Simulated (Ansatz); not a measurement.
CaSe:
Space group Fm-3m (No. 225); a = 5.868 Å, b = 5.868 Å, c = 5.868 Å, α = 90.00°, β = 90.00°, γ = 90.00°

| atom | site | symmetry | x | y | z |
|---|---|---|---|---|---|
| Ca | 4a | m-3m | 0.0000 | 0.0000 | 0.0000 |
| Se | 4b | m-3m | 0.5000 | 0.5000 | 0.5000 |
(The calculation used a cell of 2 atoms; values per cell refer to that cell.)

Relaxed with PBEsol.

### Question
Give the optical modes at the zone centre with their infrared activity from DFPT, plane-wave PAW PBEsol (Ansatz code).

### Answer
Transverse frequencies, without the LO–TO term; a row sums one degenerate level.

```
ω (cm⁻¹)  degeneracy  IR ((D/Å)²/amu)  activity  symmetry
--------  ----------  ---------------  --------  --------
182                3            14.42        IR       T1u
```

### Question
How high does the top mode go among those that the LO–TO term moves?

### Answer
260 cm⁻¹ for q along x.

The cell was relaxed with PBEsol under the symmetry of its start; of distortions, only those at the zone centre were tested.

Potentials: the later of the program's two PAW sets.
